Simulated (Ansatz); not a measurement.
# TiO₂ films: biaxial stress and wafer bow

Plane-wave DFT in Ansatz, r2SCAN, scalar-relativistic PAW potentials, cutoff 500 eV, no spin-orbit coupling; no spin polarisation. TiO₂ in space group I4_1/amd, strained equally along a and b of the conventional cell, with c and the atoms relaxed within the symmetry (a film with c along the normal). Stress is the in-plane mean, tension positive.

```tsv
strain (%)	stress (GPa)	E − E(0) (meV/atom)
-3.0	-8.68	19.0
-2.0	-5.85	8.5
-1.0	-2.97	2.1
+0.0	-0.02	0.0
+1.0	?	2.1
+2.0	6.08	8.6
+3.0	9.09	19.3
```

Fit the stress, get the biaxial modulus and predict the missing row.

A parabola through the given rows is σ = -0.01 + 2.969 ε +0.0248 ε² GPa (ε in %), so M = dσ/dε = 297 GPa at zero. It predicts 2.98 GPa at +1.0 %; the run gave 3.02 GPa. The miss is 0.04 GPa, so the fit holds. The energies check it: E/V = Mε² at small strain, and a cubic fit with V = 11.40 Å³/atom gives M = 299 GPa, in agreement.

How much does a 20 nm film at +0.2 % strain bow a 300 mm Si(001) wafer 775 μm thick?

The fit, without its small constant, gives σ = 0.59 GPa. Stoney's formula, κ = 6σt_f/(M_s t_s²) with M_s = 180.5 GPa for Si(001) (literature), gives |κ| = 0.65×10⁻³ m⁻¹ and a bow κr²/2 = 7.3 μm at r = 150 mm, with the film side concave (tension pulls the edges up). This assumes a single-crystal or fully textured, unrelaxed film at 0 K.

Cost: about 18 core-minutes for the runs cited, on AMD EPYC 7R43 (Zen 3) (shared hosts).